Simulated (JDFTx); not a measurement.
Ru(1 0 -1 0) slab cut from bulk Ru (space group P6_3/mmc, indices of the conventional cell, lattice of the Materials Project entry mp-33, not re-optimised): 6 atoms in 6 planes, a 1x1 cell of 11.56 Å² (|a| = 2.708, |b| = 4.268 Å), 5.3 Å between the outermost planes, cell height 21.5 Å, 8×6×1 k mesh, Fermi smearing 0.01 Ha, no spin polarisation.

Final geometry:
```
6
Lattice="2.708 0.000 0.000 0.000 4.268 0.000 0.000 0.000 21.500" Properties=species:S:1:pos:R:3 pbc="T T F"
Ru     0.677     3.201     8.086
Ru     2.031     1.067     8.773
Ru     2.031     3.201    10.359
Ru     0.677     1.067    11.141
Ru     0.677     3.201    12.727
Ru     2.031     1.067    13.414
```

Computed with JDFTx (a modified build): PBE, GBRV ultrasoft potentials, plane waves to 20/100 Ha. Liquid on both sides: CANDLE, acetonitrile, 1 M NaCl; nuclei fixed, outer atoms relaxed in vacuum. U vs SHE = −μ/e − 4.44 V throughout (conventional absolute potential of the hydrogen electrode). Ideal, unreconstructed faces without any overlayer. On the negative side CANDLE's cavity feels the periodic box, so those points shift with the cell height. Convergence in thickness and k mesh wasn't tested for this slab. In this non-aqueous liquid the SHE scale is nominal.

```tsv
U (V vs SHE)	μ (eV)	excess electrons per cell	σ (μC/cm², per face)	run
-0.15	-4.29	0.038	-2.6	fixed potential
0.15	-4.59	0.000	0.0	neutral
0.45	-4.89	…	…	fixed potential
```

### Question
Fill in the missing entries, row by row.

### Answer

- 0.45, excess electrons per cell: -0.049
- 0.45, σ (μC/cm², per face): 3.4
